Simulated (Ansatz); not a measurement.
Run on HfH2: DFT, LDA, PAW with Ansatz's default frozen-core files, scalar-relativistic (Ansatz 0.2.0). This run: the undistorted cell.

The cell is Materials Project entry mp-27731, used as a structure alone.

Command: `ansatz run input.yaml --threads 1 --pin off --max-ram 3072MiB --backend cpu --events-out ev --progress --plain --runs-dir out` It took 3.6 s on 1 thread of AMD EPYC 9R45 96-Core Processor (Zen 5) (shared host), peak memory 0.45 GiB.

```yaml
crystal:
  lattice:
    - [-1.7307056792, 1.7307056792, 2.1447997069]
    - [1.7307056792, -1.7307056792, 2.1447997069]
    - [1.7307056792, 1.7307056792, -2.1447997069]
  atoms:
    - { symbol: Hf, position: [0.0, 0.0, 0.0] }
    - { symbol: H, position: [0.25, 0.75, 0.5] }
    - { symbol: H, position: [0.75, 0.25, 0.5] }
kpoints:
  mp_grid: { grid: [11, 11, 11] }
scf:
  occupations: { method: fermi_dirac, width: 0.05 }
hamiltonian:
  xc: lda
  pseudopotentials: { kind: paw }
output:
  forces: true
  stress: true
  eigenvalues: true
  efg: { contact_densities: true }
  populations: true
  write_density: true
  write_potential: true
  elf: true
  volumetric_format: npy
```

Output:

```
Hf: output.efg is read without spin–orbit coupling, which moves field gradients at and beside such atoms by some per cent and up to a factor of two; PAW files take it under magnetization.noncollinear and magnetization.spin_orbit
Engine: ansatz 0.2.0
Pseudopotentials: kind: paw
Pseudopotential: Hf, paw, valence charge 26, recommended cutoff 420 eV (normal), Hf.paw.azcp
Pseudopotential: H, paw, valence charge 1, recommended cutoff 420 eV (normal), H.paw.azcp
Functional definition: SPW92
  exchange = slater_x
  correlation = pw_c
Crystal: 3 atoms, lattice volume = 25.698 Å³
Basis set: ecut = 420 eV, 519 PW (Γ)
Bands: 18, of which v1, the nominal top of the filled ones, is band 14 counted from 1 (13 counted from 0)
Symmetry: 16 space group operations
Space group: I4/mmm (ITA 139), of the structure as read, at distance tolerance 3.0e-5 Å
k-points: 126 of 1331
Non-local potential: Hf, projectors of the file, l = 0: 3, l = 1: 2, l = 2: 2, l = 3: 3
Non-local potential: H, projectors of the file, l = 0: 2, l = 1: 1
PAW form: soft (Blöchl's): semilocal exchange-correlation on the pseudo side does not see the compensation charge
PAW frozen core: Hf, regenerated for the run's functional, and the local potential with it (the file was generated under x = pbe(κ = 0.804, μ = 0.2195149727645171), c = pbe(β = 0.06672455060314922))
PAW one-centre angular grid: Hf, 590 points (default); XC on 64 Gauss nodes
PAW one-centre angular grid: H, 110 points (default); XC on 64 Gauss nodes
Initial density: superposition of atomic densities (neutral atoms: chi_scale 0, normalization atom), corrected by the library's trained network
Initial wavefunctions: pseudopotential atomic-orbital guess
Functional: x = slater, c = lda
SCF iter   1: F=—  HF=-15509.873899 eV  |F-HF|=—  |Δ(HF+E_count)|=         —  Δρ=1.11e-2  dr2=2.14e-2  ethr=1.77e-3  ⟨swp⟩=4.9  Hψ=9421  notcnv=0
preconditioner: auto → Kerker (q_TF=auto, 2.768 Å⁻¹)  [metal: Δε(μ)=0.034 eV  Ē_g=18.665 eV  σ=0.050 eV  W_gap=0.17  n_scr=12 (ndim 8)  ℏωp=37.4 eV  f_vac=0.000  D(μ)=0.58/eV (n_scr^D=0)]
SCF iter   2: F=—  HF=-15509.868064 eV  |F-HF|=—  |Δ(HF+E_count)|=   5.84e-3  Δρ=6.26e-3  dr2=7.13e-3  ethr=7.65e-5  ⟨swp⟩=1.5  Hψ=3345  notcnv=0
SCF iter   3: F=—  HF=-15509.866089 eV  |F-HF|=—  |Δ(HF+E_count)|=   1.97e-3  Δρ=1.19e-3  dr2=3.90e-4  ethr=2.55e-5  ⟨swp⟩=2.0  Hψ=3585  notcnv=0
SCF iter   4: F=—  HF=-15509.865405 eV  |F-HF|=—  |Δ(HF+E_count)|=   6.84e-4  Δρ=5.77e-4  dr2=3.82e-5  ethr=1.39e-6  ⟨swp⟩=2.0  Hψ=4044  notcnv=0
SCF iter   5: F=—  HF=-15509.865410 eV  |F-HF|=—  |Δ(HF+E_count)|=   4.62e-6  Δρ=6.72e-5  dr2=1.03e-6  ethr=1.36e-7  ⟨swp⟩=2.0  Hψ=4034  notcnv=0
SCF iter   6: F=—  HF=-15509.865409 eV  |F-HF|=—  |Δ(HF+E_count)|=   7.94e-7  Δρ=2.17e-5  dr2=1.15e-7  ethr=3.57e-10  ⟨swp⟩=10.0  Hψ=19951  notcnv=0
SCF iter   7: F=-15509.865409 eV  HF=-15509.865409 eV  |F-HF|=1.86e-8  |Δ(HF+E_count)|=   2.71e-9  Δρ=7.83e-6  dr2=2.08e-8  ethr=3.57e-10  ⟨swp⟩=7.8  Hψ=14035  notcnv=0
SCF 1 converged in 7 iterations: F = -15509.865409 eV  dr2 = 2.08e-8
  greatest PAW one-centre occupation: 0.998 electrons in one spin orbital (limit 2), on the Hf atom at site 0 (counted from 0), in its partial waves of l = 3
SCF converged after 7 iterations
Free energy (F): -15509.865409 eV
Harris-Foulkes:  -15509.865409 eV  (|F-HF|=1.86e-8)
Internal energy: -15509.860561 eV  (E = F + TS)
E sigma→0 (E₀):  -15509.862985 eV
Entropy (-TS):   -0.004848 eV (-1.616 meV/atom)
Fermi energy:    18.457553 eV
--- Per-component energies (eV) ---
  E_band       = 2.735916
  E_kinetic    = 453.588684
  E_local      = -5299.620275  (includes V_loc(G=0)·N_el)
  E_nonlocal   = -1230.311397
  E_hartree    = 2477.524063
  E_xc         = -316.455172
  E_vxc        = -291.432513  (∫ρ·V_xc dr)
  E_paw        = -6685.930069  (= ΣΔE_a)
  E_vpaw       = 1415.471708  (= ΣTr[D̂ρ^β])
  E_aug_tail   = -0.002294  (compensation charges beyond the density's cutoff)
  E_ewald      = -4911.111343
  E_core_change = 2.457243  (= ΣΔE_core)
  E_smearing   = -0.004848  (= −TS)
  E_closure    = -0.000000  (closes the sum)
  Σ components = -15509.865409   (vs F -15509.865409, Δ=0.00e0)
--- Forces (eV/Å), atoms counted from 1 ---
  atom   1  Hf    -0.00000000    -0.00000000    -0.00000000
  atom   2  H      0.00000000    -0.00000000     0.00000000
  atom   3  H     -0.00000000     0.00000000    -0.00000000
  max |Σ_I F_I| component: 5.72e-30 eV/Å
--- Stress (GPa, compression-positive) ---
       -4.966488      -0.000000       0.000000
       -0.000000      -4.966488      -0.000000
        0.000000      -0.000000      -4.834695
  P = ⅓ Tr σ = -4.9226 GPa (-49.226 kbar)
--- PAW observables at the nuclei: V_zz in 10²¹ V/m², potentials from the cell's mean, atoms counted from 1 ---
  atom   1  Hf V_zz =    -3.750754   η = 0.0000   by run symmetry: allowed
            electrostatic potential = -14182.042917 V   contact ρ = 7500117.086694 e/Å³
  atom   2  H  V_zz =    -0.022915   η = 0.0000   by run symmetry: allowed
            electrostatic potential = -51.267809 V   contact ρ = 2.845260 e/Å³
  atom   3  H  V_zz =    -0.022915   η = 0.0000   by run symmetry: allowed
            electrostatic potential = -51.267809 V   contact ρ = 2.845260 e/Å³
--- Band table (eV; the first three rows and the last of 126) ---
  k-point 0: bands = ["-43.9024", "-12.3803", "-12.3803", "-12.3179", "5.9853", "6.0979", "6.0979", "6.1097", "6.1325", "6.1325", "6.1642", "7.1328", "17.5041", "17.9431", "17.9431", "18.8016", "20.2391", "21.6867"]
  k-point 1: bands = ["-43.8988", "-12.4335", "-12.3888", "-12.3366", "5.9930", "6.0960", "6.1003", "6.1107", "6.1289", "6.1297", "6.1602", "7.4282", "15.8275", "18.1960", "18.9368", "19.9166", "19.9298", "21.5181"]
  k-point 2: bands = ["-43.8891", "-12.5726", "-12.4114", "-12.3865", "6.0149", "6.0943", "6.1063", "6.1131", "6.1201", "6.1223", "6.1503", "8.2693", "14.2879", "18.7361", "18.9412", "19.3510", "21.6536", "22.3685"]
  k-point 125: bands = ["-43.8407", "-12.8909", "-12.6871", "-12.6665", "6.0860", "6.0913", "6.0929", "6.0942", "6.1161", "6.1389", "6.1413", "10.7142", "14.2989", "14.7243", "22.2803", "23.0714", "23.3850", "23.5050"]
--- Löwdin populations: 3 sites ---
  site symbol       q [e]
     0     Hf     25.7519
     1      H      1.0992
     2      H      1.0992
  spilling = 0.001770 (of n_electrons = 28.000000)
```

populations.tsv:

```
# site	symbol	l	j	q
# orbitals = lowdin
# n_electrons = 28.000000
# spilling = 0.001770
0	Hf	0_5S	-	1.961720
0	Hf	0_6S	-	0.442121
0	Hf	1_5P	-	5.992156
0	Hf	2_5D	-	3.361898
0	Hf	3_4F	-	13.994051
1	H	0_1S	-	1.099245
2	H	0_1S	-	1.099245
```

Next run (one bond, the shortest of the undistorted cell, set to 2.280 Å), as changes to the input before:

```diff
   atoms:
-    - { symbol: Hf, position: [0.0, 0.0, 0.0] }
-    - { symbol: H, position: [0.25, 0.75, 0.5] }
+    - { symbol: Hf, position: [0.045, 0.015, 0.03] }
+    - { symbol: H, position: [0.205, 0.735, 0.47] }
```

Results part of the output:

```
SCF 1 converged in 7 iterations: F = -15509.732831 eV  dr2 = 2.73e-8
  Residual-converged pass: ⟨swp⟩=1.0  Hψ=8053  notcnv=0  max |occ|·‖R‖ = 7.0e-9 eV (tolerance 1.0e-8 eV)  dr2=2.73e-8  dr2_onsite=2.68e-8  max |Δocc| = 1.2e-10
  greatest PAW one-centre occupation: 0.998 electrons in one spin orbital (limit 2), on the Hf atom at site 0 (counted from 0), in its partial waves of l = 3
SCF converged after 7 iterations
Free energy (F): -15509.732831 eV
Harris-Foulkes:  -15509.732831 eV  (|F-HF|=2.64e-8)
Internal energy: -15509.728331 eV  (E = F + TS)
E sigma→0 (E₀):  -15509.730581 eV
Entropy (-TS):   -0.004500 eV (-1.500 meV/atom)
Fermi energy:    18.429118 eV
--- Per-component energies (eV) ---
  E_band       = 2.701993
  E_kinetic    = 454.155949
  E_local      = -5303.603475  (includes V_loc(G=0)·N_el)
  E_nonlocal   = -1230.192974
  E_hartree    = 2479.448558
  E_xc         = -316.605452
  E_vxc        = -291.620808  (∫ρ·V_xc dr)
  E_paw        = -6686.111337  (= ΣΔE_a)
  E_vpaw       = 1415.074127  (= ΣTr[D̂ρ^β])
  E_aug_tail   = -0.002332  (compensation charges beyond the density's cutoff)
  E_ewald      = -4909.274510
  E_core_change = 2.457243  (= ΣΔE_core)
  E_smearing   = -0.004500  (= −TS)
  E_closure    = 0.000000  (closes the sum)
  Σ components = -15509.732831   (vs F -15509.732831, Δ=0.00e0)
--- Forces (eV/Å), atoms counted from 1 ---
  atom   1  Hf    -0.00000000    -1.08953744    -0.70993962
  atom   2  H      0.00000000     0.58342008     0.36635092
  atom   3  H      0.00000000     0.50617271     0.34360030
  max |Σ_I F_I| component: 5.54e-5 eV/Å
--- Stress (GPa, compression-positive) ---
       -3.839716      -0.000000       0.000000
       -0.000000      -1.980053       0.069385
        0.000000       0.069386      -3.337165
  P = ⅓ Tr σ = -3.0523 GPa (-30.523 kbar)
--- PAW observables at the nuclei: V_zz in 10²¹ V/m², potentials from the cell's mean, atoms counted from 1 ---
  atom   1  Hf V_zz =    -4.461852   η = 0.4184   by run symmetry: allowed
            electrostatic potential = -14182.050382 V   contact ρ = 7500121.905654 e/Å³
  atom   2  H  V_zz =    -0.597589   η = 0.1355   by run symmetry: allowed
            electrostatic potential = -51.286128 V   contact ρ = 2.878574 e/Å³
  atom   3  H  V_zz =    +0.365904   η = 0.0270   by run symmetry: allowed
            electrostatic potential = -51.247431 V   contact ρ = 2.857172 e/Å³
--- Band table (eV; the first three rows and the last of 366) ---
  k-point 0: bands = ["-43.9017", "-12.3876", "-12.3837", "-12.3221", "5.9881", "6.0910", "6.1003", "6.1111", "6.1342", "6.1361", "6.1667", "7.1498", "16.4233", "17.9435", "18.4814", "19.5301", "20.2032", "21.6769"]
  k-point 1: bands = ["-43.8981", "-12.4392", "-12.3940", "-12.3410", "5.9958", "6.0915", "6.1022", "6.1124", "6.1309", "6.1329", "6.1627", "7.4424", "15.5359", "18.1209", "18.8079", "19.8752", "20.6035", "21.5138"]
  k-point 2: bands = ["-43.8884", "-12.5785", "-12.4171", "-12.3912", "6.0173", "6.0931", "6.1080", "6.1151", "6.1224", "6.1251", "6.1526", "8.2776", "14.2049", "18.6565", "18.8812", "19.2840", "21.6327", "22.7963"]
  k-point 365: bands = ["-43.8617", "-12.9572", "-12.5222", "-12.4261", "6.0423", "6.0871", "6.0979", "6.1151", "6.1338", "6.1377", "6.1467", "9.9882", "13.6404", "17.7296", "18.2431", "22.2281", "23.1344", "23.7392"]
--- Löwdin populations: 3 sites ---
  site symbol       q [e]
     0     Hf     25.7541
     1      H      1.0972
     2      H      1.0986
  spilling = 0.001788 (of n_electrons = 28.000000)
```

Next run (one bond, the shortest of the undistorted cell, set to 1.832 Å), as changes to the input before:

```diff
   atoms:
-    - { symbol: Hf, position: [0.045, 0.015, 0.03] }
-    - { symbol: H, position: [0.205, 0.735, 0.47] }
+    - { symbol: Hf, position: [-0.0375, -0.0125, -0.025] }
+    - { symbol: H, position: [0.2875, 0.7625, 0.525] }
   populations: true
-  write_density: true
-  write_potential: true
-  elf: true
-  volumetric_format: npy
```

Command: `ansatz run input.yaml --threads 1 --pin off --max-ram 3072MiB --backend cpu --events-out ev --progress --plain --runs-dir out` It took 10 s on 1 thread of AMD EPYC 9R45 96-Core Processor (Zen 5), with other jobs on the host, peak memory 0.55 GiB.

Results part of the output:

```
SCF 1 converged in 7 iterations: F = -15509.721755 eV  dr2 = 2.35e-8
  greatest PAW one-centre occupation: 0.998 electrons in one spin orbital (limit 2), on the Hf atom at site 0 (counted from 0), in its partial waves of l = 3
SCF converged after 7 iterations
Free energy (F): -15509.721755 eV
Harris-Foulkes:  -15509.721755 eV  (|F-HF|=2.27e-8)
Internal energy: -15509.717276 eV  (E = F + TS)
E sigma→0 (E₀):  -15509.719515 eV
Entropy (-TS):   -0.004479 eV (-1.493 meV/atom)
Fermi energy:    18.429798 eV
--- Per-component energies (eV) ---
  E_band       = 2.666520
  E_kinetic    = 454.168732
  E_local      = -5303.849526  (includes V_loc(G=0)·N_el)
  E_nonlocal   = -1230.191070
  E_hartree    = 2479.542535
  E_xc         = -316.603551
  E_vxc        = -291.619404  (∫ρ·V_xc dr)
  E_paw        = -6686.110546  (= ΣΔE_a)
  E_vpaw       = 1415.080705  (= ΣTr[D̂ρ^β])
  E_aug_tail   = -0.002323  (compensation charges beyond the density's cutoff)
  E_ewald      = -4909.128769
  E_core_change = 2.457243  (= ΣΔE_core)
  E_smearing   = -0.004479  (= −TS)
  E_closure    = 0.000000  (closes the sum)
  Σ components = -15509.721755   (vs F -15509.721755, Δ=0.00e0)
--- Forces (eV/Å), atoms counted from 1 ---
  atom   1  Hf     0.00000000     1.40065785     1.01253136
  atom   2  H     -0.00000000    -1.18610535    -0.85627892
  atom   3  H     -0.00000000    -0.21458759    -0.15624151
  max |Σ_I F_I| component: 3.51e-5 eV/Å
--- Stress (GPa, compression-positive) ---
       -6.329721       0.000000       0.000000
        0.000000       0.603348       5.106430
        0.000000       5.106430      -3.333018
  P = ⅓ Tr σ = -3.0198 GPa (-30.198 kbar)
--- PAW observables at the nuclei: V_zz in 10²¹ V/m², potentials from the cell's mean, atoms counted from 1 ---
  atom   1  Hf V_zz =    -6.882972   η = 0.2823   by run symmetry: allowed
            electrostatic potential = -14182.048501 V   contact ρ = 7500121.310840 e/Å³
  atom   2  H  V_zz =    +0.682108   η = 0.0267   by run symmetry: allowed
            electrostatic potential = -51.269082 V   contact ρ = 2.887256 e/Å³
  atom   3  H  V_zz =    -0.259897   η = 0.0042   by run symmetry: allowed
            electrostatic potential = -51.253463 V   contact ρ = 2.851265 e/Å³
--- Band table (eV; the first three rows and the last of 366) ---
  k-point 0: bands = ["-43.9032", "-12.3977", "-12.3798", "-12.3230", "5.9853", "6.0931", "6.0991", "6.1098", "6.1328", "6.1351", "6.1656", "7.1494", "16.5402", "17.9581", "18.4745", "19.3256", "20.2114", "21.6772"]
  k-point 1: bands = ["-43.8995", "-12.4440", "-12.3953", "-12.3418", "5.9930", "6.0926", "6.1011", "6.1111", "6.1295", "6.1319", "6.1616", "7.4431", "15.5821", "18.1274", "18.8247", "19.8873", "20.4590", "21.5109"]
  k-point 2: bands = ["-43.8898", "-12.5822", "-12.4200", "-12.3914", "6.0148", "6.0928", "6.1070", "6.1139", "6.1211", "6.1242", "6.1517", "8.2810", "14.2113", "18.6792", "18.8769", "19.2953", "21.6377", "22.6998"]
  k-point 365: bands = ["-43.8624", "-13.0008", "-12.5199", "-12.4153", "6.0484", "6.0859", "6.0955", "6.1141", "6.1329", "6.1377", "6.1439", "10.3484", "13.2394", "17.8139", "18.4153", "22.0993", "23.1079", "24.1386"]
--- Löwdin populations: 3 sites ---
  site symbol       q [e]
     0     Hf     25.7543
     1      H      1.0969
     2      H      1.0988
  spilling = 0.001783 (of n_electrons = 28.000000)
```

Next run (one bond, the shortest of the undistorted cell, set to 1.731 Å), as changes to the input before:

```diff
   atoms:
-    - { symbol: Hf, position: [-0.0375, -0.0125, -0.025] }
-    - { symbol: H, position: [0.2875, 0.7625, 0.525] }
+    - { symbol: Hf, position: [-0.05625, -0.01875, -0.0375] }
+    - { symbol: H, position: [0.30625, 0.76875, 0.5375] }
```

Command: `ansatz run input.yaml --threads 1 --pin off --max-ram 3072MiB --backend cpu --events-out ev --progress --plain --runs-dir out` It took 10 s on 1 thread of AMD EPYC 9R45 96-Core Processor (Zen 5) (shared host), peak memory 0.55 GiB.

Results part of the output:

```
SCF 1 converged in 7 iterations: F = -15509.496218 eV  dr2 = 2.73e-8
  greatest PAW one-centre occupation: 0.998 electrons in one spin orbital (limit 2), on the Hf atom at site 0 (counted from 0), in its partial waves of l = 3
SCF converged after 7 iterations
Free energy (F): -15509.496218 eV
Harris-Foulkes:  -15509.496219 eV  (|F-HF|=2.93e-8)
Internal energy: -15509.492078 eV  (E = F + TS)
E sigma→0 (E₀):  -15509.494148 eV
Entropy (-TS):   -0.004140 eV (-1.380 meV/atom)
Fermi energy:    18.396426 eV
--- Per-component energies (eV) ---
  E_band       = 2.512948
  E_kinetic    = 454.998768
  E_local      = -5309.936215  (includes V_loc(G=0)·N_el)
  E_nonlocal   = -1230.022481
  E_hartree    = 2482.413738
  E_xc         = -316.810847
  E_vxc        = -291.880699  (∫ρ·V_xc dr)
  E_paw        = -6686.364239  (= ΣΔE_a)
  E_vpaw       = 1414.533542  (= ΣTr[D̂ρ^β])
  E_aug_tail   = -0.002365  (compensation charges beyond the density's cutoff)
  E_ewald      = -4906.225679
  E_core_change = 2.457243  (= ΣΔE_core)
  E_smearing   = -0.004140  (= −TS)
  E_closure    = -0.000000  (closes the sum)
  Σ components = -15509.496218   (vs F -15509.496218, Δ=0.00e0)
--- Forces (eV/Å), atoms counted from 1 ---
  atom   1  Hf     0.00000000     2.53745595     1.78641788
  atom   2  H     -0.00000000    -2.23638878    -1.57849158
  atom   3  H     -0.00000000    -0.30112305    -0.20791089
  max |Σ_I F_I| component: 5.59e-5 eV/Å
--- Stress (GPa, compression-positive) ---
       -6.910334       0.000000       0.000000
        0.000000       7.227104       9.848038
        0.000000       9.848039      -1.077105
  P = ⅓ Tr σ = -0.2534 GPa (-2.534 kbar)
--- PAW observables at the nuclei: V_zz in 10²¹ V/m², potentials from the cell's mean, atoms counted from 1 ---
  atom   1  Hf V_zz =   -10.024698   η = 0.2173   by run symmetry: allowed
            electrostatic potential = -14182.054220 V   contact ρ = 7500127.139094 e/Å³
  atom   2  H  V_zz =    +1.125314   η = 0.0033   by run symmetry: allowed
            electrostatic potential = -51.243681 V   contact ρ = 2.949276 e/Å³
  atom   3  H  V_zz =    -0.374575   η = 0.0653   by run symmetry: allowed
            electrostatic potential = -51.238763 V   contact ρ = 2.858115 e/Å³
--- Band table (eV; the first three rows and the last of 366) ---
  k-point 0: bands = ["-43.9072", "-12.4300", "-12.3822", "-12.3309", "5.9818", "6.0844", "6.0981", "6.1083", "6.1326", "6.1344", "6.1650", "7.1745", "15.9719", "17.9668", "18.5399", "19.9315", "20.1755", "21.6650"]
  k-point 1: bands = ["-43.9036", "-12.4702", "-12.4040", "-12.3499", "5.9894", "6.0856", "6.1000", "6.1097", "6.1294", "6.1312", "6.1610", "7.4663", "15.3013", "18.0703", "18.7753", "19.8509", "20.9451", "21.5100"]
  k-point 2: bands = ["-43.8938", "-12.6027", "-12.4368", "-12.3981", "6.0109", "6.0883", "6.1058", "6.1127", "6.1209", "6.1236", "6.1509", "8.3006", "14.1118", "18.5902", "18.8093", "19.2625", "21.6147", "23.0698"]
  k-point 365: bands = ["-43.8661", "-13.0448", "-12.5227", "-12.4199", "6.0478", "6.0848", "6.0946", "6.1089", "6.1319", "6.1373", "6.1435", "10.3990", "13.2425", "17.8171", "18.4192", "21.9356", "23.0992", "23.9695"]
--- Löwdin populations: 3 sites ---
  site symbol       q [e]
     0     Hf     25.7579
     1      H      1.0932
     2      H      1.0986
  spilling = 0.001800 (of n_electrons = 28.000000)
```

Spin–orbit coupling is left out, which matters for the heavy atoms. The PAW files were made under PBE.
